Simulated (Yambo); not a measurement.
G0W0@LDA for MgO (rock salt, space group Fm-3m, No. 225) in Yambo. Reference settings: 6×6×6 Γ-centred k mesh, bands 2 to 71 and a 14 Ry block in the screening, 71 bands in G with the Bruneval-Gonze terminator, plasmon pole fitted at 27.2 eV. The LDA gap Γ → Γ on this mesh is 5.07 eV; G0W0 gaps are taken between the same points.

Gap (Γ → Γ) in eV against the number of bands and the screening block, terminator on:

```
bands (W and G)   2 Ry   5 Ry   8 Ry  11 Ry  14 Ry
---------------  -----  -----  -----  -----  -----
15               7.809  7.825  8.027  8.064  8.115
25               7.522  7.556  7.825  7.874  7.938
39               7.417  7.462  7.766  7.821  7.894
54               7.383  7.430  7.751  7.809  7.885
71               7.368  7.416  7.743  7.802  7.880
```

Rough cost of the Yambo step against the reference (shared machines):

```tsv
bands (W and G)	2 Ry	5 Ry	8 Ry	11 Ry	14 Ry
15	1/8	1/7	1/7	1/6	1/5
25	1/4	1/4	1/4	1/3	1/3
39	1/3	1/3	1/2	1/2	~1
54	1/2	~1	~1	~1	~1
71	~1	~1	~1	~1	1
```

At the largest block the last step in bands moves the gap by -0.005 eV; at the most bands the last step in the block moves it by 0.078 eV.

Geometry relaxed with LDA; primitive cell a = 2.941 Å, b = 2.941 Å, c = 2.941 Å, α = 60.00°, β = 60.00°, γ = 60.00°.
